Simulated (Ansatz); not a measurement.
Input and command of a plane-wave DFT calculation in Ansatz:

```yaml
crystal:
  lattice:
    - [0.0, 2.88578125, 2.88578125]
    - [2.875, 0.01078125, 2.875]
    - [2.875, 2.875, 0.01078125]
  atoms:
    - { symbol: "Y", position: [0.0, 0.0, 0.0] }
    - { symbol: Se, position: [0.5, 0.5, 0.5] }
basis:
  ecutwfc: 420
kpoints:
  mp_grid: { grid: [14, 14, 14] }
hamiltonian:
  xc: pbesol
scf:
  occupations: { method: gaussian, width: 0.15 }
output:
  forces: true
  stress: true
  eigenvalues: true
```

```bash
ansatz run input.yaml --threads 1 --pin off --max-ram 2560MiB --backend cpu --events-out ev --progress --plain --runs-dir out
```

Processor: Arm Neoverse V1, 1 thread, on a host shared with other jobs.

**Question.** Estimate time, memory and problem size.

**Answer.** About 16 s on 1 thread of Arm Neoverse V1, with other jobs on the host, peak memory 0.55 GiB. It solves 18 bands at 428 k points (the mesh reduced by symmetry) with about 941 plane waves, in 6 SCF iterations.
